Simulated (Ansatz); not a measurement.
Compressing TaRh3

Theory: Ansatz, DFT r2SCAN, scalar-relativistic, plane waves, PAW. Settings: 500 eV cutoff, 12×12×12 k-mesh, Gaussian smearing of 0.10 eV, no spin polarisation.

The relaxed crystal:

```
CELL_PARAMETERS angstrom
3.86383 0.00000 0.00000
0.00000 3.86383 0.00000
0.00000 0.00000 3.86383
ATOMIC_POSITIONS crystal
Ta 0.00000 0.00000 0.00000
Rh 0.00000 0.50000 0.50000
Rh 0.50000 0.00000 0.50000
Rh 0.50000 0.50000 0.00000
```

Cell and atoms are relaxed at each pressure within the symmetry of the start, at zero temperature, so transitions that lower the symmetry aren't seen. The k-mesh given is that at zero pressure and may differ at others. a, b and c are the lengths of the cell vectors above.

Spin–orbit coupling is left out, which can shift energies with elements as heavy as these.

| P (GPa) | V (Å³/atom) | V/V0 | a (Å) | b (Å) | c (Å) |
| --- | --- | --- | --- | --- | --- |
| -1 | 14.47 | 1.004 | 3.869 | 3.869 | 3.869 |
| 0 | 14.42 | 1.000 | 3.864 | 3.864 | 3.864 |
| 1 | 14.37 | 0.997 | 3.859 | 3.859 | 3.859 |
| 4 | 14.22 | 0.986 | 3.846 | 3.846 | 3.846 |
| 12 | 13.88 | 0.962 | 3.815 | 3.815 | 3.815 |
| 25 | 13.40 | 0.929 | 3.770 | 3.770 | 3.770 |
| 50 | 12.68 | 0.879 | 3.701 | 3.701 | 3.701 |
| 90 | 11.83 | 0.820 | 3.617 | 3.617 | 3.617 |

Task: What bulk modulus and pressure derivative fit these points?

Result: A third-order Birch–Murnaghan fit gives B0 = 287 GPa and B0' = 4.6.

Cost: 8 runs of about 10 core-minutes in all, on Arm Neoverse V2 (shared hosts).